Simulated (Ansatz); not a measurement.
Relaxed-ion elastic tensor of TePd (CsCl type, space group No. 221) in GPa (Voigt order), the program Ansatz at the r²SCAN level (PAW); density 9.54 g/cm³, 20.37 Å³ per atom.

```
 117  99.4  99.4   0.0   0.0   0.0
99.4   117  99.4   0.0   0.0   0.0
99.4  99.4   117   0.0   0.0   0.0
 0.0   0.0   0.0  24.7   0.0   0.0
 0.0   0.0   0.0   0.0  24.7   0.0
 0.0   0.0   0.0   0.0   0.0  24.7
```

Q: Is the crystal mechanically stable?

A: Yes: the smallest eigenvalue of C is 18.1 GPa.

Q: Work out the Voigt, Reuss and Hill averages.

A: K_V = 105, K_R = 105, K_H = 105; G_V = 18.5, G_R = 14.6, G_H = 16.5 GPa.

Q: Give Young's modulus, Poisson's ratio, Pugh's ratio and the universal anisotropy index.

A: E = 9KG/(3K + G) = 47.1 GPa; ν = 0.43; K/G = 6.38 (ductile by the Pugh limit of 1.75); A_U = 5G_V/G_R + K_V/K_R − 6 = 1.33.

Q: Estimate the sound speeds and the Debye temperature.

A: v_l = √((K + 4G/3)/ρ) = 3650 m/s, v_t = √(G/ρ) = 1320 m/s, mean 1500 m/s; Θ = (h/k)(3n/4πV)^(1/3) v_m = 163 K.

Q: Give the Zener ratio and Young's modulus along [100], [110] and [111].

A: A = 2C44/(C11 − C12) = 2.74; 1/E = S11 − 2(S11 − S12 − S44/2)Γ with Γ = 0, 1/4, 1/3 gives 26.3, 49.1, 68.9 GPa.

Space group Pm-3m (CsCl type). A made-up cell: these elements were put on the sites of a structure type; neither database checked (COD, Materials Project) lists it. COD files the formula under space group No. 194, so this cell is another polymorph or a model. Whether it is the stable phase at ambient conditions was not checked. Symmetry was held in the r²SCAN relaxation; whether a distortion lowers the energy is not shown. No spin polarisation was allowed. As this level gives no gap, shear constants depend on the k-mesh and smearing (Fermi–Dirac, 0.1 eV here). Spin–orbit coupling is left out wherever it is not named.

Potentials: the earlier of the program's two PAW sets.
